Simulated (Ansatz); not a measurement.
Method: DFT PBE, scalar-relativistic, plane waves, PAW (Ansatz 0.2.0). Settings: cutoff 420 eV, Γ-centred meshes spaced at most about 0.3 Å⁻¹, and about 0.25 Å⁻¹ or finer for metals (2π included), Gaussian smearing. Collinear spin in cells that started with moments and kept them past the coarse steps, no spin elsewhere.

Each of these unrelaxed guesses is relaxed in cell and atoms within its symmetry. A guess keeps its type if space group and coordination stay and the shape of the cell changes little (axis ratios within about 15 %, angles within 6°); the volume may change.

1. BiO4

```
CELL_PARAMETERS angstrom
3.60381 0.00000 0.00000
-1.80191 3.12099 0.00000
0.00000 0.00000 5.75265
ATOMIC_POSITIONS crystal
Bi 0.00000 0.00000 0.00000
O 0.33333 0.66667 0.24455
O 0.33333 0.66667 0.75545
O 0.66667 0.33333 0.75545
O 0.66667 0.33333 0.24455
```

2. CuNi2 (collinear spin from parallel moments)

```
CELL_PARAMETERS angstrom
4.29142 0.00000 0.00000
-2.14571 3.71648 0.00000
0.00000 0.00000 4.12210
ATOMIC_POSITIONS crystal
Cu 0.33333 0.66667 0.50000
Cu 0.66667 0.33333 0.50000
Ni 0.00000 0.66667 0.00000
Ni 0.66667 0.00000 0.00000
Ni 0.33333 0.33333 0.00000
Ni 0.00000 0.00000 0.50000
```

3. SiBBr

```
CELL_PARAMETERS angstrom
4.21752 0.00000 0.00000
-2.10876 3.65248 0.00000
0.00000 0.00000 7.17844
ATOMIC_POSITIONS crystal
Si 0.00000 0.00000 0.26069
Si 0.00000 0.00000 0.76069
B 0.66667 0.33333 0.98489
B 0.33333 0.66667 0.48489
Br 0.33333 0.66667 0.04682
Br 0.66667 0.33333 0.54682
```

**Question.** Which keep their type?

**Answer.** Guesses 1 and 2 keep their type.

```csv
guess,kept,start group,end group,V start (Å³/atom),V end,"b/a and c/a, end over start",nearest neighbours start,nearest neighbours end
1,yes,P6/mmm,P6/mmm,12.9,15.3,"1.00, 1.14","Bi 12, O 3","Bi 12, O 3"
2,yes,P-62m,P-62m,11.0,11.2,"1.00, 0.99","Cu 12, Ni 12","Cu 12, Ni 12"
3,no,P6_3mc,P6_3mc,18.4,17.9,"1.00, 1.67","B 3, Br 3, Si 12","B 4, Br 1, Si 3"
```

Neighbours count within 15 % of an atom's shortest distance; end groups are read at 0.02 Å (0.05 Å in metals).

No dispersion correction is applied, so the spacing and binding between layers, chains or molecules are poorly described (BiO4 P6/mmm, SiBBr P6_3mc). These runs have no spin–orbit coupling, which can matter for Bi. In BiO4 P6/mmm an odd number of electrons in the primitive cell allows no gap without spin; a larger cell or a magnetic state could open one. Another magnetic order may lie lower. Cells relaxed within their symmetry can be saddle points.
